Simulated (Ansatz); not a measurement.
# A failing phonon run on AlNi

Computed with Ansatz, DFT LDA, scalar-relativistic, plane waves, PAW.

Launched with:
```bash
ansatz run input.yaml --threads 1 --pin off --max-ram 3072MiB --backend cpu --events-out ev --progress --plain --runs-dir out
```

Input (bare energies are in eV):
```yaml
crystal:
  lattice:
    - [2.0028655974, -2.0028644312, 0.0]
    - [2.0028655974, 2.0028644312, 0.0]
    - [0.0, 0.0, 2.835133432]
  atoms:
    - { symbol: Al, position: [0.0, 0.0, 0.0] }
    - { symbol: Ni, position: [0.5, 0.5, 0.5] }
basis:
  ecutwfc: 420
kpoints:
  mp_grid: { grid: [16, 16, 14] }
hamiltonian:
  xc: lda
scf:
  occupations: { method: fermi_dirac, width: 0.15 }
  max_iter: 80
  mixing: { beta: 1.5 }
output:
  eigenvalues: true
phonons:
  method: dfpt
```

The program ended with:
```
Error: invalid value for `scf.mixing.beta`: must be finite and in (0, 1]; got 1.5
```

**Question.** What in the input causes this, and what does a sound run give?

**Answer.** The cause is mixing β = 1.5. With this input instead (crystal left out)
```yaml
basis:
  ecutwfc: 420
kpoints:
  mp_grid: { grid: [16, 16, 14] }
hamiltonian:
  xc: lda
scf:
  occupations: { method: fermi_dirac, width: 0.15 }
output:
  eigenvalues: true
phonons:
  method: dfpt
```
the run finishes and gives the optical modes at Γ (cm⁻¹, by rank, those that always equal the one before left out, no LO field; i marks imaginary):
```csv
setting,mode 1,mode 2
reference run,307,307
```
In a metal, frequencies and elastic constants depend on the k mesh and the smearing, soft modes and shear constants most. Spin polarisation was left out, and a magnetic state may lie lower.

Cost: 2 runs of about 1.1 core-minutes in all, on Arm Neoverse V2 (shared hosts).